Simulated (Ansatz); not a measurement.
LiAg:
```xyz
2
Lattice="3.1096 0.0000 0.0000 0.0000 3.1096 0.0000 0.0000 0.0000 3.1096" Properties=species:S:1:pos:R:3 pbc="T T T"
Li     0.0000     0.0000     0.0000
Ag     1.5548     1.5548     1.5548
```

Relaxed with PBEsol. Special points in fractions of this cell's reciprocal vectors: Γ (0.000, 0.000, 0.000); X (0.000, 0.500, 0.000); M (0.500, 0.500, 0.000); R (0.500, 0.500, 0.500).

Q: List the band energies nearest the Fermi level at these points for the program Ansatz at the PBEsol with spin–orbit coupling level (PAW).

A: In eV from the Fermi level; about four levels below and three above (degenerate sets whole), none deeper than 8.9 eV; points with the same levels are listed once.

```
k                                below                          above
-  -----------------------------------  -----------------------------
Γ  -4.15 -4.15 -4.15 -4.15 -3.83 -3.83  6.69 6.69 6.99 6.99 6.99 6.99
X              -1.72 -1.72 -1.55 -1.55        11.50 11.50 11.68 11.68
M              -3.52 -3.52 -0.21 -0.21            0.01 0.01 2.48 2.48
R              -3.51 -3.51 -3.51 -3.51  3.95 3.95 4.48 4.48 4.48 4.48
```

Space group Pm-3m (CsCl type). The workflow started from an entry of the Crystallography Open Database (COD). Its standing as an ambient phase is unchecked. The PBEsol relaxation kept the symmetry of its start; its stability against distortions is not shown here. No spin polarisation was allowed.

Potentials: the later of the program's two PAW sets.
